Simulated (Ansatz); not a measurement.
Relaxed-ion elastic tensor of AlCo (CsCl type, Pm-3m) in GPa (Voigt order), DFT-r²SCAN in the program Ansatz with PAW potentials; density 6.35 g/cm³, 11.24 Å³ per atom.

```
334  131  131  0.0  0.0  0.0
131  334  131  0.0  0.0  0.0
131  131  334  0.0  0.0  0.0
0.0  0.0  0.0  163  0.0  0.0
0.0  0.0  0.0  0.0  163  0.0
0.0  0.0  0.0  0.0  0.0  163
```

Task: Is the crystal mechanically stable?

Result: Yes: the smallest eigenvalue of C is 163 GPa.

Task: Work out the Voigt, Reuss and Hill averages.

Result: K_V = 198, K_R = 198, K_H = 198; G_V = 139, G_R = 132, G_H = 135 GPa.

Task: Give Young's modulus, Poisson's ratio, Pugh's ratio and the universal anisotropy index.

Result: E = 9KG/(3K + G) = 331 GPa; ν = 0.22; K/G = 1.47 (brittle by the Pugh limit of 1.75); A_U = 5G_V/G_R + K_V/K_R − 6 = 0.27.

Task: Estimate the sound speeds and the Debye temperature.

Result: v_l = √((K + 4G/3)/ρ) = 7720 m/s, v_t = √(G/ρ) = 4620 m/s, mean 5110 m/s; Θ = (h/k)(3n/4πV)^(1/3) v_m = 679 K.

Task: Give the Zener ratio and Young's modulus along [100], [110] and [111].

Result: A = 2C44/(C11 − C12) = 1.61; 1/E = S11 − 2(S11 − S12 − S44/2)Γ with Γ = 0, 1/4, 1/3 gives 261, 344, 385 GPa.

Task: Solve the Christoffel equation for the three sound speeds along [100], [110], [111].

Result: Eigenvalues of C_ijkl n_j n_l equal ρv². In km/s, slowest first: [100] 5.08, 5.08, 7.26; [110] 4.01, 5.08, 7.90; [111] 4.39, 4.39, 8.10.

The cell was relaxed with r²SCAN under the symmetry of its start. No spin polarisation was allowed. As this level gives no gap, shear constants depend on the k-mesh and smearing (Fermi–Dirac, 0.1 eV here).

Potentials: the earlier of the program's two PAW sets.
